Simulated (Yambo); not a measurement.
A G0W0@PBEsol run in Yambo for BaO (NiAs type, space group P6_3/mmc, No. 194) under biaxial strain of +2 % along x and y, z relaxed (6×6×2 Γ-centred k mesh, 121 bands and a 7 Ry block in the screening, 121 bands in G with the Bruneval-Gonze terminator, plasmon pole fitted at 27.2 eV) gives these matrix elements, in eV, at the band edges (Γ → M):

| state | E0 | <Vxc> | <Σx> | <Σc(E0)> | Z |
|---|---|---|---|---|---|
| valence edge | 0.000 | -18.657 | -23.632 | 4.287 | 0.769 |
| conduction edge | 2.400 | -9.303 | -4.876 | -3.833 | 0.843 |

**Question.** Solve the linearised quasiparticle equation for both states, give the gap, and say how exchange and correlation each act on it.

**Answer.** E = E0 + Z(Σx + Σc − Vxc). Valence: 0.000 + 0.769 × (-23.632 + (4.287) − (-18.657)) = -0.53 eV. Conduction: 2.400 + 0.843 × (-4.876 + (-3.833) − (-9.303)) = 2.90 eV. The gap is 3.43 eV, against 2.40 eV in PBEsol. Replacing Vxc by bare exchange alone would open it by 9.40 eV; correlation takes back 8.12 eV of that, and Z scales what is left. Convergence of the G0W0 settings was not tested. 

This is not the ordinary phase of the substance; no match was found in the copy of COD used, and its stability was not checked.
